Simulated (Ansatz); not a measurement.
Ta (bcc, W type), conventional cell a = 3.305 Å, b = 3.305 Å, c = 3.305 Å, α = 90.00°, β = 90.00°, γ = 90.00°. The calculation uses the primitive cell of 1 atom, to which meshes and values per cell refer.

This relaxed cell (volume V₀) is scaled evenly in all directions, its shape held. Symmetry pins the atoms to their sites.

Calculation: r2SCAN (plane waves to 500 eV, PAW, scalar-relativistic; Ansatz, a first-principles code). k mesh 21×21×21 (Γ-centred), Fermi-Dirac smearing 0.05 eV. Energies are smeared free energies. Spin-orbit coupling is left out, though Ta is heavy. Ta is run without spin polarisation. Ta was relaxed with its symmetry unable to fall. ΔE is measured from the relaxed starting cell.

Problem. Give the computed ΔE (eV/atom) at V/V₀ = 0.950, 0.975, 1.025, 1.050, 1.075, 1.100.

Solution. 
```json
[
 {"V/V₀": "0.950", "ΔE (eV/atom)": "0.031"},
 {"V/V₀": "0.975", "ΔE (eV/atom)": "0.007"},
 {"V/V₀": "1.025", "ΔE (eV/atom)": "0.007"},
 {"V/V₀": "1.050", "ΔE (eV/atom)": "0.026"},
 {"V/V₀": "1.075", "ΔE (eV/atom)": "0.056"},
 {"V/V₀": "1.100", "ΔE (eV/atom)": "0.097"}
]
```

(A scan under strain: stresses follow from slopes of the energy per volume, elastic moduli from its curvatures.)
